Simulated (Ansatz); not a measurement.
# Cu6Ru: zone-centre modes

Level of theory: DFT PBE, scalar-relativistic, plane waves, PAW (Ansatz 0.2.0). Plane waves to 420 eV; Γ-centred k mesh 12×12×1; Gaussian smearing of 0.10 eV. No spin polarisation. Phonons by linear response, acoustic sum rule imposed.

Equilibrium structure at this level:
```xyz
14
Lattice="2.6221 0.0000 0.0000 -1.3111 2.2708 0.0000 0.0000 0.0000 29.1657" Properties=species:S:1:pos:R:3 pbc="T T T"
Cu    1.3111    0.7569    3.2653
Cu    0.0000    0.0000    5.3273
Cu    0.0000    1.5139    7.3868
Cu    1.3111    0.7569    9.4419
Cu    0.0000    0.0000   11.4972
Cu    0.0000    1.5139   13.5560
Cu    1.3111    0.7569   15.6096
Cu    0.0000    1.5139   19.7238
Cu    0.0000    0.0000   17.6685
Cu    0.0000    1.5139   25.9004
Cu    0.0000    0.0000   23.8383
Cu    1.3111    0.7569   21.7789
Ru    0.0000    1.5139    1.0521
Ru    1.3111    0.7569   28.1136
```

It was reached by relaxing an invented guess, and it needn't be the stable form of this composition. In a metal, frequencies depend on the k mesh and the smearing, soft modes most.

Question: Is this structure stable against zone-centre distortions?

Answer: Yes, at Γ: no optical mode is imaginary. Strains and other wave vectors aren't tested by this run.

Question: List the optical modes at Γ (i marks imaginary ones).

Answer:
| frequency (THz) | degeneracy |
| --- | --- |
| 0.77 | 2 |
| 0.89 | 2 |
| 1.55 | 2 |
| 1.69 | 1 |
| 1.71 | 2 |
| 1.95 | 1 |
| 2.26 | 2 |
| 2.40 | 2 |
| 2.82 | 2 |
| 2.93 | 2 |
| 3.28 | 2 |
| 3.37 | 1 |
| 3.37 | 2 |
| 3.57 | 2 |
| 3.64 | 2 |
| 3.71 | 1 |
| 4.82 | 1 |
| 4.93 | 2 |
| 5.13 | 1 |
| 5.95 | 1 |
| 6.19 | 1 |
| 6.76 | 1 |
| 6.93 | 1 |
| 7.23 | 1 |
| 7.34 | 1 |
| 8.00 | 1 |
